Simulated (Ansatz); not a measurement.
Ga3AsP2, ordered on the zincblende lattice (P3m1) with 6 atoms a cell at its r2SCAN geometry, in Ansatz 0.2.0. One PBE run serves as the base. The settings are then varied one at a time, some on purpose to values that make no sense. Doubtful ones may also carry a cap on iterations. All numbers are computed, and spin polarisation is off unless an edit sets a moment.

Base input:
```yaml
crystal:
  lattice:
    - [3.9059637249, 0.0, 0.0]
    - [-1.9529818624, 3.382663812, 0.0]
    - [0.0, 0.0, 9.5621795807]
  atoms:
    - { symbol: P, position: [0.0, 0.0, 0.0030602822] }
    - { symbol: P, position: [0.3333333333, 0.6666666667, 0.3305233904] }
    - { symbol: As, position: [0.6666666667, 0.3333333333, 0.6663422598] }
    - { symbol: Ga, position: [0.3333333333, 0.6666666667, 0.0832499795] }
    - { symbol: Ga, position: [0.6666666667, 0.3333333333, 0.4103402508] }
    - { symbol: Ga, position: [0.0, 0.0, 0.7564838373] }
kpoints:
  mp_grid: { grid: [6, 6, 2] }
hamiltonian:
  xc: pbe
scf:
  occupations: { method: fixed }
  n_extra_bands: 5
output:
  forces: true
  stress: true
  eigenvalues: true
```

Base results:
```
Basis set: ecut = 420 eV, 2515 PW (Γ)
Symmetry: 6 space group operations
Space group: P3m1 (ITA 156)
k-points: 14 of 72 (time reversal used)
SCF converged after 7 iterations
Free energy (F): -17718.859516 eV
Fermi energy:    7.573369 eV
--- Forces (eV/Å), atoms counted from 1 ---
  atom   1  P       0.00000      0.00000      0.01602
  atom   2  P       0.00000      0.00000      0.00309
  atom   3  As      0.00000      0.00000    -0.03184
  atom   4  Ga      0.00000      0.00000    -0.00950
  atom   5  Ga      0.00000      0.00000    -0.03813
  atom   6  Ga      0.00000      0.00000      0.06037
--- Stress (GPa, compression-positive) ---
        2.597077       0.000000       0.000000
        0.000000       2.597077       0.000000
        0.000000       0.000000       2.500483
  P = ⅓ Tr σ = 2.5649 GPa (25.649 kbar)
--- Band table (eV; the first three rows and the last of 14) ---
  k-point 0: bands = […, 6.3352, 6.6435, 6.6435, 7.4424, 7.5734, 7.5734, 8.7910, 8.9507, 9.2784, 11.2500, …]
  k-point 1: bands = […, 6.2458, 6.2458, 6.8788, 6.8788, 7.3788, 7.3788, 8.8378, 9.4469, 9.7752, 11.6807, …]
  k-point 2: bands = […, 5.1710, 5.4789, 5.7468, 6.4426, 7.0450, 7.0568, 9.8365, 10.0168, 10.4658, 11.3239, …]
  k-point 13: bands = […, 3.6997, 3.7083, 3.9687, 4.9274, 4.9534, 5.1072, 11.1947, 11.2733, 11.3186, 11.8938, …]
```
The gap over this mesh is 1.218 eV.

Run as `ansatz run input.yaml --threads 4 --pin off --max-ram 4608MiB --backend cpu --events-out ev --progress --plain --runs-dir out`. It took 3.1 s on 4 threads of Arm Neoverse N1 (shared host), load about 0.9 per core; peak host memory 0.41 GiB.

One of the further runs printed
```
SCF converged after 7 iterations
Free energy (F): -17348.715734 eV
Fermi energy:    7.295003 eV
--- Forces (eV/Å), atoms counted from 1 ---
  atom   1  P       0.00000      0.00000    -0.00371
  atom   2  P       0.00000      0.00000    -0.01278
  atom   3  As      0.00000      0.00000      0.00851
  atom   4  Ga      0.00000      0.00000      0.00696
  atom   5  Ga      0.00000      0.00000    -0.00372
  atom   6  Ga      0.00000      0.00000      0.00476
--- Stress (GPa, compression-positive) ---
       -2.610491       0.000000       0.000000
        0.000000      -2.610491       0.000000
        0.000000       0.000000      -2.741854
  P = ⅓ Tr σ = -2.6543 GPa (-26.543 kbar)
--- Band table (eV; the first three rows and the last of 14) ---
  k-point 0: bands = […, 6.0668, 6.3690, 6.3690, 7.1743, 7.2950, 7.2950, 8.3068, 8.5191, 8.8303, 10.8962, …]
  k-point 1: bands = […, 5.9745, 5.9745, 6.6156, 6.6156, 7.0899, 7.0899, 8.4035, 9.0213, 9.3306, 11.3277, …]
  k-point 2: bands = […, 4.8568, 5.1528, 5.4682, 6.1711, 6.7591, 6.7773, 9.4222, 9.6205, 10.0605, 10.9491, …]
  k-point 13: bands = […, 3.3867, 3.3925, 3.6498, 4.6355, 4.6591, 4.7997, 10.8110, 10.9021, 10.9466, 11.5014, …]
```

Question: Which setting had been changed?
A. scf.occupations: gaussian 0.001
B. hamiltonian.xc: lda
C. accuracy: high
D. accuracy: low

Answer: B. The mean stress moves by -5.22 GPa and the gap on the mesh by -0.206 eV (to 1.012). It's another functional on the same cell, so totals aren't comparable.

One of the further runs printed
```
SCF converged after 8 iterations
Free energy (F): -17756.650208 eV
Fermi energy:    7.364479 eV
--- Forces (eV/Å), atoms counted from 1 ---
  atom   1  P       0.00000      0.00000    -0.00117
  atom   2  P       0.00000      0.00000    -0.00404
  atom   3  As      0.00000      0.00000    -0.00333
  atom   4  Ga      0.00000      0.00000      0.00229
  atom   5  Ga      0.00000      0.00000      0.00143
  atom   6  Ga      0.00000      0.00000      0.00482
--- Stress (GPa, compression-positive) ---
        0.009476       0.000000       0.000000
        0.000000       0.009476       0.000000
        0.000000       0.000000      -0.062880
  P = ⅓ Tr σ = -0.0146 GPa (-0.146 kbar)
--- Band table (eV; the first three rows and the last of 14) ---
  k-point 0: bands = […, 6.0837, 6.4022, 6.4022, 7.2369, 7.3645, 7.3645, 9.0787, 9.1238, 9.4710, 11.3369, …]
  k-point 1: bands = […, 5.9877, 5.9877, 6.6541, 6.6541, 7.1597, 7.1597, 8.9955, 9.6397, 9.9987, 11.7868, …]
  k-point 2: bands = […, 4.9407, 5.2517, 5.4703, 6.1953, 6.8171, 6.8461, 10.0264, 10.1486, 10.6296, 11.4530, …]
  k-point 13: bands = […, 3.3686, 3.3763, 3.6548, 4.6308, 4.6551, 4.8127, 11.3445, 11.4243, 11.4726, 12.0485, …]
```

Question: Which setting had been changed?
A. accuracy: low
B. hamiltonian.xc: mr2scan
C. scf.occupations: gaussian 0.001
D. accuracy: high

Answer: B. The cutoff follows the functional, from 420 to 500 eV. The mean stress moves by -2.58 GPa and the gap on the mesh by +0.413 eV (to 1.631). It's another functional on the same cell, so totals aren't comparable.

Question: The input is altered as follows. How does the run end?
```yaml
kpoints:
  mp_grid: { grid: [2, 2, 2] }
```

Answer: The free energy moves by +554 meV an atom, the mean stress by +3.42 GPa and the gap on the mesh by -0.055 eV (to 1.163). The mesh is too coarse.
```
k-points: 4 of 8
SCF converged after 9 iterations
Free energy (F): -17715.534181 eV
Fermi energy:    7.740071 eV
--- Forces (eV/Å), atoms counted from 1 ---
  atom   1  P       0.00000      0.00000    -0.23294
  atom   2  P       0.00000      0.00000    -0.26825
  atom   3  As      0.00000      0.00000    -0.28604
  atom   4  Ga      0.00000      0.00000      0.24784
  atom   5  Ga      0.00000      0.00000      0.23195
  atom   6  Ga      0.00000      0.00000      0.30736
--- Stress (GPa, compression-positive) ---
        9.181673       0.000000       0.000000
        0.000000       9.181673       0.000000
        0.000000       0.000000      -0.407763
  P = ⅓ Tr σ = 5.9852 GPa (59.852 kbar)
```

Question: These lines are set or replaced. What follows?
```yaml
scf:
  occupations: { method: fermi_dirac, width: 0.001 }
```

Answer: Energy, stress and gap stay within 1 meV an atom, 0.1 GPa and 0.005 eV of the base. The width is small against the gap, so it doesn't matter.

One of the further runs printed
```
SCF converged after 8 iterations
Free energy (F): -9508.188100 eV
Fermi energy:    8.131486 eV
--- Forces (eV/Å), atoms counted from 1 ---
  atom   1  P       0.00000      0.00000      0.01854
  atom   2  P       0.00000      0.00000      0.00282
  atom   3  As      0.00000      0.00000    -0.03484
  atom   4  Ga      0.00000      0.00000    -0.01037
  atom   5  Ga      0.00000      0.00000    -0.03926
  atom   6  Ga      0.00000      0.00000      0.06309
--- Stress (GPa, compression-positive) ---
        2.680242       0.000000       0.000000
        0.000000       2.680242       0.000000
        0.000000       0.000000       2.578137
  P = ⅓ Tr σ = 2.6462 GPa (26.462 kbar)
--- Band table (eV; the first three rows and the last of 14) ---
  k-point 0: bands = […, 6.8950, 7.2028, 7.2028, 8.0007, 8.1315, 8.1315, 9.3405, 9.5065, 9.8353, 11.8131, …]
  k-point 1: bands = […, 6.8055, 6.8055, 7.4382, 7.4382, 7.9370, 7.9370, 9.3936, 10.0012, 10.3305, 12.2436, …]
  k-point 2: bands = […, 5.7296, 6.0366, 6.3069, 7.0022, 7.6034, 7.6154, 10.3908, 10.5749, 11.0239, 11.8845, …]
  k-point 13: bands = […, 4.2596, 4.2696, 4.5271, 5.4874, 5.5138, 5.6664, 11.7538, 11.8312, 11.8764, 12.4552, …]
```

Question: Which setting had been changed?
A. kpoints.mp_grid.shift: [0.5, 0.5, 0.5]
B. accuracy: high
C. basis.ecutwfc: 600
D. hamiltonian.pseudopotentials: nc

Answer: D. Another set of potentials replaces the default one; the cutoff becomes 1143 eV and the cell holds 64 electrons (base 64). The mean stress moves by +0.08 GPa and the gap on the mesh by -0.009 eV (to 1.209). Totals and absolute levels hang on the potentials; gap and stress can be compared.

Spin-orbit coupling is left out.
